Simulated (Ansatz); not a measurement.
Values for one crystal, relaxed and computed with DFT-PBE in the program Ansatz with PAW potentials; other levels are named.

```yaml
volume_per_atom: 10.27 Å³
electronic_character: metallic (no gap)
Bulk modulus (Birch–Murnaghan fit): 369 GPa
Density of states at the Fermi level: 1.1 states/eV per atom (mean over ±0.08 eV)
Pressure derivative B′: 4.5
Gap with spin–orbit coupling: none (metallic)
Formation energy from the elements (no fitted shifts): 920 meV/atom
```

Q: Which compound is it?
A) GeMo2C, P6_3/mmc (Ge on 2d, Mo on 4f, C on 2a)
B) TiAlMo2C2, P6_3/mmc (Mo on 4f, Ti on 2a, Al on 2b, C on 4f)
C) TiC2, P-3m1 (Ti on 1a, C on 2d)
D) ReC, rock salt

A: D, ReC, rock salt

Space group Fm-3m (rock salt). The start of the workflow was typed in or built on a structure type; neither database checked (COD, Materials Project) lists it. Whether it is the stable phase at ambient conditions was not checked. The cell was relaxed with PBE under the symmetry of its start; whether a distortion lowers the energy is not shown. The run is not spin-polarised. Its formation energy is positive at this level, so the cell may be metastable or incomplete. The references are the lowest solids computed at this level, not always the standard phases. Spin–orbit coupling is left out wherever it is not named.

Potentials: the earlier of the program's two PAW sets.
